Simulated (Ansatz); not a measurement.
## 25Mg NMR of the central transition in Mg₃V₂O₈

Cell: a Materials Project structure (computed, not necessarily an observed phase).

Space group Cmce (No. 64); a = 6.0360, b = 11.4609, c = 8.2933 Å.

| site | Wyckoff | site symmetry | x | y | z |
| --- | --- | --- | --- | --- | --- |
| Mg1 | 4b | 2/m.. | 0.0000 | 0.0000 | 0.5000 |
| Mg3 | 8e | .2. | 0.7500 | 0.1362 | 0.2500 |
| V | 8f | m.. | 0.0000 | 0.3797 | 0.3802 |
| O11 | 16g | 1 | 0.2300 | 0.8823 | 0.0005 |
| O19 | 8f | m.. | 0.0000 | 0.5026 | 0.2460 |
| O21 | 8f | m.. | 0.0000 | 0.2516 | 0.2729 |

One atom of each set is listed; the run and its k-mesh use a cell of 26 atoms with edges of 6.48, 6.48, 8.29 Å.

All values are calculated (Ansatz; DFT, PBE, plane waves and PAW, scalar-relativistic, 420 eV cutoff, Γ-centred 4×4×3 k-points, Fermi–Dirac smearing 0.02 eV), not measured.

25Mg has I = 5/2 and Q = 199.4 mb (Pyykkö 2018); at 16.4 T its Larmor frequency is ν₀ = 42.8 MHz. Only the quadrupole interaction is simulated: positions count from each site's isotropic chemical shift, and shift anisotropy, dipolar and J coupling are left out, though they dominate static lines narrower than about 10 kHz.

The Mg sites: Mg1 (2 atoms; 6 O at 2.04–2.12 Å); Mg3 (4 atoms; 6 O at 2.02–2.15 Å).

Fitted components of the simulated spectrum:

```json
{"component": "A", "|C_Q| (MHz)": "1.21", "η": "0.83"}
{"component": "B", "|C_Q| (MHz)": "6.72", "η": "0.66"}
```

**Question.** Which site most likely gives which component?

**Answer.** By the calculation, A is Mg3, B is Mg1. Like point charges on the first shell alone (each adding as 1/d³) would give the same order.
